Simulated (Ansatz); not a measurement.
TePb:
Space group Fm-3m (No. 225); a = 6.5357 Å, b = 6.5357 Å, c = 6.5357 Å, α = 90.00°, β = 90.00°, γ = 90.00°

| atom | site | symmetry | x | y | z |
|---|---|---|---|---|---|
| Te | 4a | m-3m | 0.0000 | 0.0000 | 0.0000 |
| Pb | 4b | m-3m | 0.5000 | 0.5000 | 0.5000 |
(The calculation used a cell of 2 atoms; values per cell refer to that cell.)

This is the r²SCAN-relaxed structure.

Q: All from r²SCAN (plane waves, PAW; program Ansatz), unless another level is named. Predict the Young's modulus.

A: 65.3 GPa.

Q: What about the elastic constants (relaxed ions, GPa)?

A: C11 = 115, C12 = 5.9, C44 = 15.4.

The r²SCAN relaxation kept the symmetry of its start. Scalar-relativistic: spin–orbit coupling is off unless named, which matters more the heavier the elements.

Potentials: the earlier of the program's two PAW sets.
